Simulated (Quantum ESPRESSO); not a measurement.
# NMR parameters of Ca₃MgS₄ (changed cell)

```xyz
8
Lattice="5.6098 0.0000 0.0000 0.0000 5.6098 0.0000 0.0000 0.0000 5.6098" Properties=species:S:1:pos:R:3 pbc="T T T"
Mg     0.0000     0.0000     0.0000
S      2.8049     0.0000     0.0000
Ca     0.0000     2.8049     2.8049
S      2.8049     2.8049     2.8049
Ca     2.8049     0.0000     2.8049
S      0.0000     0.0000     2.8049
Ca     2.8049     2.8049     0.0000
S      0.0000     2.8049     0.0000
```
The cell was made here from a computed Materials Project entry: one of 4 Ca replaced by Mg, cell and atoms relaxed (PBE without dispersion, pw.x of a modified build of Quantum ESPRESSO, symmetry kept). The parent is CaS in Fm-3m; whether this form has been observed was not checked. The swapped cell is a model, not a known phase. Stability against distortions was not tested.

These are absolute shieldings with no macroscopic susceptibility term; δ = σ_ref − σ needs a reference computed alike. By our sweeps, such settings leave a few ppm in absolute σ. The datasets of Mg, S hold no d projectors, which limits absolute σ on these atoms. PBE places the empty d or f states of Ca too low, which is known to distort σ on and beside such ions.

Ω = σ33 − σ11 of the symmetric part; where symmetry doesn't make it nil, it is less certain than σ_iso.

Q: What do the calculations give at each independent site (shieldings by PBE GIPAW on JTH datasets (Quantum ESPRESSO), 20 Ha, k-mesh 5×5×5 shifted, f-sum rule met within 0.008 %)?

A: 
```
site                site symmetry  σ_iso (ppm)  span Ω (ppm)
------------------  -------------  -----------  ------------
Mg (atom 1)                  m-3m          572             0
S1 (atoms 2, 6, 8)          4/mmm          430           158
Ca (atoms 3, 5, 7)          4/mmm          954             6
S2 (atom 4)                  m-3m          344             0
```
